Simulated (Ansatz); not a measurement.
**ZrTi₂N₃: relaxed-ion elastic tensor**

Computed with DFT PBE, scalar-relativistic, plane waves, PAW (Ansatz). Cutoff 420 eV, 12×12×6 k-points (Γ-centred), Fermi-Dirac smearing of 0.15 eV. No spin polarisation.

Relaxed structure:
```xyz
6
Lattice="3.0936 0.0000 0.0000 -1.5468 2.6791 0.0000 0.0000 0.0000 7.5633" Properties=species:S:1:pos:R:3 pbc="T T T"
Zr    0.0000    0.0000    0.0000
Ti    0.0000    1.7861    4.9829
Ti    1.5468    0.8930    2.5804
N     1.5468    0.8930    6.1808
N     0.0000    0.0000    3.7817
N     0.0000    1.7861    1.3825
```

The structure comes from a generated guess, relaxed at this level; another structure or a mixture of phases may lie lower. In a metal, frequencies and elastic constants depend on the k mesh and the smearing, soft modes and shear constants most.

Q: Give the relaxed-ion elastic constants (GPa, Voigt order xx yy zz yz xz xy, on the Cartesian axes of the cell above).

A:
C11 = 463.1, C12 = 130.9, C13 = 173.1, C14 = -26.3, C22 = 463.1, C23 = 173.1, C24 = 26.3, C33 = 451.4, C44 = 189.2, C55 = 189.2, C56 = -26.3, C66 = 166.1 GPa; the others vanish.

Q: Is the crystal stable against homogeneous strain?

A: Yes: the least eigenvalue of the tensor is 148.9 GPa.

Q: And the moduli of a polycrystal (Hill averages)?

A: B = 259 GPa, G = 166 GPa, E = 411 GPa, ν = 0.24.
